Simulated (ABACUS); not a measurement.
A self-consistent single point of P (Imma, 2 atoms in the cell; from Materials Project mp-7245, changed as shown) with ABACUS.

Method: PBEsol, PseudoDojo 0.4 standard norm-conserving PBEsol (tails mended) pseudopotentials (plane waves; ABACUS 3.10.1).

The change in words: volume scaled by 1.04. Reference geometry (Imma):
```
CELL_PARAMETERS angstrom
     -1.67223     2.48649     1.83775
      1.67223    -2.48649     1.83775
      1.67223     2.48649    -1.83775
ATOMIC_POSITIONS crystal
  P  0.80331 0.05331 0.75000
  P  0.19669 0.94669 0.25000
```

Reference input (self-consistent single point, DFT, PBEsol, plane waves, PseudoDojo 0.4 standard norm-conserving PBEsol (tails mended) pseudopotentials): KPT = Gamma 16 16 16 0 0 0; basis_type = pw; dft_functional = PBESOL; ecutwfc = 44 Ry; smearing_method = fd; smearing_sigma = 0.00734986 Ry; potentials = PseudoDojo 0.4 standard norm-conserving PBEsol (tails mended); symmetry = 1; symmetry_prec = 1e-05; ks_solver = dav; scf_nmax = 100; scf_thr = 1.0e-09 Ry. This run's input differs from it in these lines:

```diff
@@ -26,5 +26,5 @@
 LATTICE_VECTORS
-  -3.1600510482    4.6987888911    3.4728498547
-   3.1600510482   -4.6987888911    3.4728498547
-   3.1600510482    4.6987888911   -3.4728498547
+  -3.2016344716    4.7606207299    3.5185491016
+   3.2016344716   -4.7606207299    3.5185491016
+   3.2016344716    4.7606207299   -3.5185491016
 
@@ -36,4 +36,4 @@
 2
-   0.0000000000    3.7297380000    0.1959412249
-   1.6722270000   -1.2432460000    1.6418117751
+   0.0000000000    3.7788180000    0.1985196163
+   1.6942320000   -1.2596060000    1.6634163837
 # file: KPT
```

Output, abridged:

```
 SELF-CONSISTENT
 -------------------------------------------
                                 init_chg = atomic

 PW ALGORITHM --------------- ION=   1  ELEC=   1--------------------------------
 Notice: Threshold on eigenvalues was too large.

 Density error is 0.0170839488469
                          Error Threshold = 0.000171656321673
 E_KohnSham     -27.6870663988       -376.7018639286
 E_Fermi        0.7338498607         9.9845395821

 PW ALGORITHM --------------- ION=   1  ELEC=   2--------------------------------

 Density error is 0.000701032558471
                          Error Threshold = 0.000170839488469
   [... lines left out ...]

 Density error is 3.73880390886e-09
                          Error Threshold = 3.08421212541e-09
 E_KohnSham     -27.6873932131       -376.7063104646
 E_Fermi        0.7415531871         10.0893487146

 PW ALGORITHM --------------- ION=   1  ELEC=   6--------------------------------

 Density error is 5.2168930393e-11
                          Error Threshold = 3.73880390886e-11
 E_KohnSham     -27.6873932143       -376.7063104805
 E_KS(sigma->0) -27.6870786656       -376.7020308265
 E_entropy(-TS) -0.0006290973        -0.0085593081
 E_Fermi        0.7415591882         10.0894303642
 charge density convergence is achieved
 final etot is -376.70631048 eV
 EFERMI = 10.089430364 eV

 STATE ENERGY(eV) AND OCCUPATIONS    NSPIN == 1
   [... 12 lines left out ...]

 TOTAL-FORCE (eV/Angstrom)
                        P1         0.0000000000         0.0000000000        -0.3842573379
                        P2         0.0000000000         0.0000000000         0.3842573379

 TOTAL-STRESS (KBAR)
        -4.3291894991        -0.0000000000         0.0000000000
         0.0000000000       -22.6292408473        -0.0000000000
         0.0000000000         0.0000000000       -11.5169713222
 TOTAL-PRESSURE: -12.825134 KBAR

 --------------------------------------------
 !FINAL_ETOT_IS -376.7063104804963700 eV
 --------------------------------------------
```

The run converged in 6 iterations. Against the reference run the free energy goes down by 2.7 meV/atom, the pressure goes from 2.80 to -1.28 GPa and the largest force goes from 0.681 to 0.384 eV/Å.

The structure comes from a collection of computed structures, made at another level of theory; the collection holds predicted forms beside known ones. Its lattice was then scaled.

Cost on one core: very roughly 4 core-minutes.

“Tails mended”: in these copies of the files the far tail of each local potential was reset to the Coulomb form.
